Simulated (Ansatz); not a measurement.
## Two states of FeCuSO

```
Cu S Fe O
1.0
     3.88306    0.00000    0.00000
     0.00000    3.88306    0.00000
     0.00000    0.00000    8.78335
Cu S Fe O
2 2 2 2
Cartesian
  2.9123 0.9708 4.3917
  0.9708 2.9123 4.3917
  0.9708 0.9708 3.0232
  2.9123 2.9123 5.7601
  0.9708 2.9123 0.0000
  2.9123 0.9708 0.0000
  0.9708 0.9708 8.1299
  2.9123 2.9123 0.6535
```

Method: PBE, with U = 6.04 eV and J = 0.42 eV on Cu d, U = 3.08 eV and J = 0.58 eV on Fe d (all-electron-ortho-atomic projectors); PAW, plane waves to 420 eV, 6×6×3 Γ-centred mesh, fermi-dirac occupations (width 0.0544 eV) (Ansatz 0.2.0), atoms fixed.

State A: Fe5 up, Fe6 up, O7 up, O8 up (collinear spin). State B: Fe5 up, Fe6 down (collinear spin).

Problem. Which state is lower, and how do they differ?

Solution. State B is lower by 25.5 meV an atom at zero smearing.

```json
{"state": "A", "free energy (meV/atom)": "26.0", "largest moment in a small sphere (μB)": "3.47", "net moment (μB/cell)": "8.81", "gap on mesh (eV)": "metal", "pressure (GPa)": "-2.5", "largest force (eV/Å)": "0.78"}
{"state": "B", "free energy (meV/atom)": "0.0", "largest moment in a small sphere (μB)": "3.35", "net moment (μB/cell)": "0.00", "gap on mesh (eV)": "metal", "pressure (GPa)": "-3.0", "largest force (eV/Å)": "0.74"}
```

Origin: a database entry at a rescaled volume. Caveats: another magnetic order, which this cell may not hold, can open a gap.
